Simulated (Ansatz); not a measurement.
# HfPbS₃: levels and charges under dearer methods

A database entry relaxed whole under r2SCAN at zero pressure (Pnma, No. 62):

```
Hf Pb S
1.0
     9.17798    0.00000    0.00000
     0.00000    3.76635    0.00000
     0.00000    0.00000   14.04371
Hf Pb S
4 4 12
Direct
  0.16452 0.25000 0.04917
  0.33548 0.75000 0.54917
  0.66452 0.25000 0.45083
  0.83548 0.75000 0.95083
  0.52435 0.25000 0.82662
  0.97565 0.75000 0.32662
  0.02435 0.25000 0.67338
  0.47565 0.75000 0.17338
  0.26975 0.25000 0.21316
  0.23025 0.75000 0.71316
  0.76975 0.25000 0.28684
  0.73025 0.75000 0.78684
  0.01054 0.25000 0.89598
  0.48946 0.75000 0.39598
  0.51054 0.25000 0.60402
  0.98946 0.75000 0.10402
  0.17241 0.25000 0.49103
  0.32759 0.75000 0.99103
  0.67241 0.25000 0.00897
  0.82759 0.75000 0.50897
```

Its volume is 24.27 Å³ an atom, +3.7 % against the entry's 23.40, a cell as deposited in COD (1989).

Single points on this cell with plane-wave PAW DFT (Ansatz 0.2.0; r2SCAN 500 eV, hybrids 420 eV; fermi-dirac occupations of width 0.020 eV; no moments): r2SCAN on a 4×8×2 Γ-centred mesh; r2SCAN with spin-orbit coupling on a 2×6×2 Γ-centred mesh; PBE0 on a 2×6×2 Γ-centred mesh.

Q: How do gap, pressure and charges move from level to level?

A: The runs give:

```json
{"level": "r2SCAN", "gap (eV), or kind": "1.72", "pressure (GPa)": "0.0", "Bader charge of Hf (e)": "+2.26", "Bader charge of Pb (e)": "+1.09", "Bader charge of S (e)": "-1.12"}
{"level": "r2SCAN with spin-orbit coupling", "gap (eV), or kind": "1.64", "pressure (GPa)": "-0.1", "Bader charge of Hf (e)": "+2.26", "Bader charge of Pb (e)": "+1.04", "Bader charge of S (e)": "-1.10"}
{"level": "PBE0", "gap (eV), or kind": "its mesh misses the band edges", "pressure (GPa)": "0.0", "Bader charge of Hf (e)": "+2.31", "Bader charge of Pb (e)": "+1.11", "Bader charge of S (e)": "-1.14"}
```

Under r2SCAN the gap is 1.72 eV, over mesh and band path. Spin-orbit coupling moves the r2SCAN gap by -0.08 eV.

Caveats: the relaxation kept the start's symmetry; hybrid pressures are good to a few tenths of a GPa; pressure is positive in compression.
